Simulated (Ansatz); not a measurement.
NbS₂Br₂ in space group C2/m (No. 12; Nb on 4g, S on 4i, S on 4i, Br on 8j) at seven volumes, DFT-r²SCAN+D4 in the program Ansatz with PAW potentials, shape and atoms relaxed at each. One row is withheld.

```csv
V (Å³/atom),P (GPa)
22.525,2.76
23.267,1.56
24.010,0.65
24.752,0.00
25.495,-0.44
26.238,?
26.980,-0.83
```

**Question.** Fit the shown pressures and predict the withheld one.

**Answer.** P = (3/2)B₀(x^(7/2) − x^(5/2))[1 + (3/4)(B′ − 4)(x − 1)] with x = (V₀/V)^(2/3). Least squares on the six rows gives V₀ = 24.762 Å³/atom, B₀ = 17.4 GPa, B′ = 12.00. At V = 26.238, x = 0.9621 and P = -0.69 GPa. The run itself gave -0.70 GPa.

The first step of the workflow began from a Materials Project structure, measured or hypothetical; the Crystallography Open Database copy checked does not list it. Whether it is the stable phase at ambient conditions was not checked. Symmetry was held in the r²SCAN+D4 relaxation; its stability against distortions is not shown here. The run is not spin-polarised.

Potentials: the later of the program's two PAW sets.
